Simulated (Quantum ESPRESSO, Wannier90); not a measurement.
## BaTiO₃ (P4mm): Wannier90 run

Materials Project entry mp-5986; symmetrised, unrelaxed at this level. COD (Crystallography Open Database) has the formula in 5 space groups, this one among them (matched by group alone). Method: PBEsol plane waves in Quantum ESPRESSO 7.5 (PseudoDojo norm-conserving files, 68 Ry, no spin polarisation, no spin-orbit coupling), Bloch states on a 8×8×8 mesh through Γ, Wannier90 4.0.1. Density: 8×8×8 mesh, cold smearing 0.01 Ry. Spin-orbit coupling is left out although heavy elements are present.

On the energy scale of pw.x, whose zero is arbitrary, the valence-band maximum lies at 10.08 eV.

Input w.win:

```
num_bands = 12
num_wann = 12
exclude_bands = 1-5,9-11,21-38
num_iter = 1000
conv_tol = 1.0e-6
conv_window = 4
write_hr = true
write_u_matrices = true
auto_projections = true
begin unit_cell_cart
ang
    3.9903800000    0.0000000000    0.0000000000
    0.0000000000    3.9903800000    0.0000000000
    0.0000000000    0.0000000000    4.1026600000
end unit_cell_cart
begin atoms_frac
Ba   0.5000000000  0.5000000000 -0.4174600000
Ti   0.0000000000  0.0000000000  0.1000400000
O    0.0000000000  0.5000000000  0.0642200000
O    0.5000000000  0.0000000000  0.0642200000
O    0.0000000000  0.0000000000 -0.4510300000
end atoms_frac
mp_grid = 8 8 8
begin kpoints
0.0000000000 0.0000000000 0.0000000000
0.0000000000 0.0000000000 0.1250000000
0.0000000000 0.0000000000 0.2500000000
... (509 more lines: the 8x8x8 mesh through Gamma)
end kpoints
```

Input of pw2wannier90.x that gives the overlap and projection files (equivalent; here they were cut from one run over all bands):

```
&inputpp
  outdir = './out'
  prefix = 'pwscf'
  seedname = 'w'
  write_amn = .true.
  write_mmn = .true.
  atom_proj = .true.
  atom_proj_exclude = 1 2 3 4 5 6 7 8 9 10 11 12 13 14 15
/
```

Output w.wout (banner and timings cut):

```
                                    ------
                                    SYSTEM
                                    ------

                              Lattice Vectors (Ang)
                    a_1     3.990380   0.000000   0.000000
                    a_2     0.000000   3.990380   0.000000
                    a_3     0.000000   0.000000   4.102660

                   Unit Cell Volume:      65.32720  (Ang^3)

                        Reciprocal-Space Vectors (Ang^-1)
                    b_1     1.574583   0.000000   0.000000
                    b_2     0.000000   1.574583   0.000000
                    b_3     0.000000   0.000000   1.531491

 *----------------------------------------------------------------------------*
 |   Site       Fractional Coordinate          Cartesian Coordinate (Ang)     |
 +----------------------------------------------------------------------------+
 | ba   1   0.50000   0.50000  -0.41746   |    1.99519   1.99519  -1.71270    |
 | ti   1   0.00000   0.00000   0.10004   |    0.00000   0.00000   0.41043    |
 | o    1   0.00000   0.50000   0.06422   |    0.00000   1.99519   0.26347    |
 | o    2   0.50000   0.00000   0.06422   |    1.99519   0.00000   0.26347    |
 | o    3   0.00000   0.00000  -0.45103   |    0.00000   0.00000  -1.85042    |
 *----------------------------------------------------------------------------*
                                ------------
                                K-POINT GRID
                                ------------

             Grid size =  8 x  8 x  8      Total points =  512

 *---------------------------------- MAIN ------------------------------------*
 |  Number of Wannier Functions               :                12             |
 |  Number of Objective Wannier Functions     :                12             |
 |  Number of input Bloch states              :                12             |
 |  Output verbosity (1=low, 5=high)          :                 1             |
 |  Timing Level (1=low, 5=high)              :                 1             |
 |  Optimisation (0=memory, 3=speed)          :                 3             |
 |  Length Unit                               :               Ang             |
 |  Post-processing setup (write *.nnkp)      :                 F             |
 |  Using Gamma-only branch of algorithms     :                 F             |
 *----------------------------------------------------------------------------*
 *------------------------------- WANNIERISE ---------------------------------*
 |  Total number of iterations                :              1000             |
 |  Number of CG steps before reset           :                 5             |
 |  Trial step length for line search         :             2.000             |
 |  Convergence tolerence                     :         0.100E-05             |
 |  Convergence window                        :                 4             |
 |  Iterations between writing output         :                 1             |
 |  Iterations between backing up to disk     :               100             |
 |  Write r^2_nm to file                      :                 F             |
 |  Write xyz WF centres to file              :                 F             |
 |  Write on-site energies <0n|H|0n> to file  :                 F             |
 |  Use guiding centre to control phases      :                 F             |
 |  Use phases for initial projections        :                 F             |
 *----------------------------------------------------------------------------*
 *-------------------------------- PLOTTING ----------------------------------*
 |  Plotting Hamiltonian in WF basis          :                 T             |
 *----------------------------------------------------------------------------*

       ... (k-mesh section left out)

 Starting a new Wannier90 calculation ...

 Reading overlaps from w.mmn

 Reading projections from w.amn

 *------------------------------- WANNIERISE ---------------------------------*
 +--------------------------------------------------------------------+<-- CONV
 | Iter  Delta Spread     RMS Gradient      Spread (Ang^2)            |<-- CONV
 +--------------------------------------------------------------------+<-- CONV

 ------------------------------------------------------------------------------
 Initial State
  WF centre and spread    1  (  0.000000,  1.995190,  0.257682 )     0.76507938
  WF centre and spread    2  (  0.000000,  1.995190,  0.264106 )     1.61606467
  WF centre and spread    3  (  0.000000,  1.995190,  0.265106 )     1.60579320
  WF centre and spread    4  (  0.000000,  1.995190,  0.274050 )     1.30252557
  WF centre and spread    5  (  1.995190,  0.000000,  0.257682 )     0.76507938
  WF centre and spread    6  (  1.995190,  0.000000,  0.264106 )     1.61606463
  WF centre and spread    7  (  1.995190, -0.000000,  0.274050 )     1.30252558
  WF centre and spread    8  (  1.995190,  0.000000,  0.265106 )     1.60579313
  WF centre and spread    9  (  0.000000,  0.000000, -1.866650 )     0.77728932
  WF centre and spread   10  (  0.000000,  0.000000, -1.943691 )     1.29609299
  WF centre and spread   11  ( -0.000000, -0.000000, -1.966488 )     1.61201698
  WF centre and spread   12  (  0.000000,  0.000000, -1.966488 )     1.61201697
  Sum of centres and spreads (  7.980760,  7.980760, -5.621428 )    15.87634178

      0     0.159E+02     0.0000000000       15.8763417841  <-- CONV
        O_D=      0.0091572 O_OD=      2.6470695 O_TOT=     15.8763418 <-- SPRD
 ------------------------------------------------------------------------------
      1    -0.654E-01     0.1025775928       15.8108951053  <-- CONV
        O_D=      0.0060481 O_OD=      2.5847318 O_TOT=     15.8108951 <-- SPRD
      2    -0.249E-01     0.0919867681       15.7859776609  <-- CONV
        O_D=      0.0058093 O_OD=      2.5600532 O_TOT=     15.7859777 <-- SPRD
      3    -0.114E-01     0.0785939209       15.7745285556  <-- CONV
        O_D=      0.0056785 O_OD=      2.5487349 O_TOT=     15.7745286 <-- SPRD
      4    -0.489E-02     0.0612050651       15.7696362686  <-- CONV
        O_D=      0.0055042 O_OD=      2.5440169 O_TOT=     15.7696363 <-- SPRD
      5    -0.252E-02     0.0465538083       15.7671195780  <-- CONV
        O_D=      0.0053232 O_OD=      2.5416812 O_TOT=     15.7671196 <-- SPRD
       ... (lines left out)
    100    -0.382E-02     0.0465207505       15.4461061361  <-- CONV
        O_D=      0.0052227 O_OD=      2.2207682 O_TOT=     15.4461061 <-- SPRD
       ... (lines left out)
    200    -0.144E-02     0.0307091978       15.3484027121  <-- CONV
        O_D=      0.0048637 O_OD=      2.1234239 O_TOT=     15.3484027 <-- SPRD
       ... (lines left out)
    300    -0.182E-02     0.0336656031       15.0844620456  <-- CONV
        O_D=      0.0055413 O_OD=      1.8588056 O_TOT=     15.0844620 <-- SPRD
       ... (lines left out)
    400    -0.202E-03     0.0106097768       14.9826893700  <-- CONV
        O_D=      0.0057388 O_OD=      1.7568354 O_TOT=     14.9826894 <-- SPRD
       ... (lines left out)
    500    -0.925E-05     0.0024559021       14.9772988393  <-- CONV
        O_D=      0.0057839 O_OD=      1.7513997 O_TOT=     14.9772988 <-- SPRD
       ... (lines left out)
    564    -0.968E-06     0.0007780122       14.9771006954  <-- CONV
        O_D=      0.0057919 O_OD=      1.7511936 O_TOT=     14.9771007 <-- SPRD
    565    -0.950E-06     0.0011000250       14.9770997453  <-- CONV
        O_D=      0.0057919 O_OD=      1.7511927 O_TOT=     14.9770997 <-- SPRD
    566    -0.972E-06     0.0007706501       14.9770987728  <-- CONV
        O_D=      0.0057919 O_OD=      1.7511917 O_TOT=     14.9770988 <-- SPRD
             <<<     Delta < 1.000E-06  over  4 iterations     >>>
             <<< Wannierisation convergence criteria satisfied >>>
 Final State
  WF centre and spread    1  ( -0.000001,  1.994740, -0.061690 )     1.02804267
  WF centre and spread    2  ( -0.000001,  1.994794,  0.585033 )     1.12077386
  WF centre and spread    3  (  0.000002,  1.995190,  0.264740 )     1.60129615
  WF centre and spread    4  (  0.000004,  1.996048,  0.274586 )     1.29985203
  WF centre and spread    5  (  1.997007, -0.000001, -0.061687 )     1.02804528
  WF centre and spread    6  (  1.996789, -0.000001,  0.585031 )     1.12077663
  WF centre and spread    7  (  1.991726, -0.000001,  0.274585 )     1.29983351
  WF centre and spread    8  (  1.995190,  0.000001,  0.264740 )     1.60129607
  WF centre and spread    9  (  0.000000, -0.000000, -1.462111 )     0.75110618
  WF centre and spread   10  (  0.000001, -0.000000, -2.351406 )     0.91684498
  WF centre and spread   11  (  0.000000,  0.000000, -1.967130 )     1.60461571
  WF centre and spread   12  ( -0.000000, -0.000000, -1.967130 )     1.60461569
  Sum of centres and spreads (  7.980717,  7.980771, -5.622439 )    14.97709877

         Spreads (Ang^2)       Omega I      =    13.220115170
        ================       Omega D      =     0.005791901
                               Omega OD     =     1.751191702
    Final Spread (Ang^2)       Omega Total  =    14.977098773
```
